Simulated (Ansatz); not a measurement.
Given:

AgI:
```yaml
crystal:
  lattice:
    - [0.00000, 2.94987, 2.94987]
    - [2.94987, 0.00000, 2.94987]
    - [2.94987, 2.94987, 0.00000]
  atoms:
    - { symbol: Ag, position: [0.00000, 0.00000, 0.00000] }
    - { symbol: I, position: [0.50000, 0.50000, 0.50000] }
```

This is the LDA-relaxed structure.

### Question
All from the program Ansatz at the LDA level (PAW), unless another level is named. Estimate the highest zone-centre frequency (without LO–TO term).

### Answer
74 cm⁻¹.

### Question
Give the bulk modulus (Birch–Murnaghan fit).

### Answer
55.8 GPa.

Space group Fm-3m (rock salt). This is a known high-pressure phase of the composition, computed here at zero pressure and temperature. Symmetry was held in the LDA relaxation; phonons on a q-mesh show weakly imaginary modes. No spin polarisation was allowed. Scalar-relativistic: spin–orbit coupling is off unless named, which matters more the heavier the elements.

Potentials: the later of the program's two PAW sets.
